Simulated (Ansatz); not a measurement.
Level of theory: DFT PBE, scalar-relativistic, plane waves, PAW (Ansatz 0.2.0). Settings: cutoff 420 eV, Γ-centred meshes spaced at most about 0.3 Å⁻¹, and about 0.25 Å⁻¹ or finer for metals (2π included), Gaussian smearing. No spin polarisation in the final relaxations.

These are static total energies at zero pressure.

Two relaxed structures of ScIn3Rh:

A.

```yaml
crystal:
  lattice:
    - [5.06164, 0.00000, 0.00000]
    - [0.00000, 5.06164, 0.00000]
    - [0.00000, 0.00000, 5.06164]
  atoms:
    - { symbol: Sc, position: [0.00000, 0.00000, 0.00000] }
    - { symbol: In, position: [0.50000, 0.50000, 0.00000] }
    - { symbol: In, position: [0.00000, 0.50000, 0.50000] }
    - { symbol: In, position: [0.50000, 0.00000, 0.50000] }
    - { symbol: Rh, position: [0.50000, 0.50000, 0.50000] }
```

B.

```yaml
crystal:
  lattice:
    - [5.73587, 0.00000, 0.00000]
    - [-2.86794, 4.96741, 0.00000]
    - [0.00000, 0.00000, 4.85179]
  atoms:
    - { symbol: Sc, position: [0.00000, 0.00000, 0.50000] }
    - { symbol: In, position: [0.50000, 0.00000, 0.00000] }
    - { symbol: In, position: [0.00000, 0.50000, 0.00000] }
    - { symbol: In, position: [0.50000, 0.50000, 0.00000] }
    - { symbol: Rh, position: [0.00000, 0.00000, 0.00000] }
```

Problem. Which is lower in energy, and by how much?

Solution. A is lower, by 35 meV/atom. A has the antiperovskite type, space group Pm-3m (No. 221), 25.9 Å³/atom and no gap on its mesh; B has space group P6/mmm (No. 191), 27.6 Å³/atom and no gap. Counting all near atoms (those within 1.25 times the shortest distance at each site; a plus sign parts nearer from farther groups), A has Sc 12+8, In 2, Rh 6 and B has Sc 2, In 6, Rh 2+6. The denser one is the lower, and pressure would at first widen the difference. In A, Sc is surrounded by 12 In at 3.58 Å; In has 2 Rh at 2.53 Å, 4 Sc at 3.58 Å and 8 In at 3.58 Å; Rh is surrounded by 6 In at 2.53 Å. In B, Sc has 2 Rh at 2.43 Å; around In lie 2 Rh at 2.87 Å and 4 In at 2.87 Å; Rh has 2 Sc at 2.43 Å and 6 In at 2.87 Å. Both come from invented guesses. A third cell relaxed alike, in C2, lies 0.36 eV/atom below the lower of the two.

Cells relaxed within their symmetry can be saddle points.
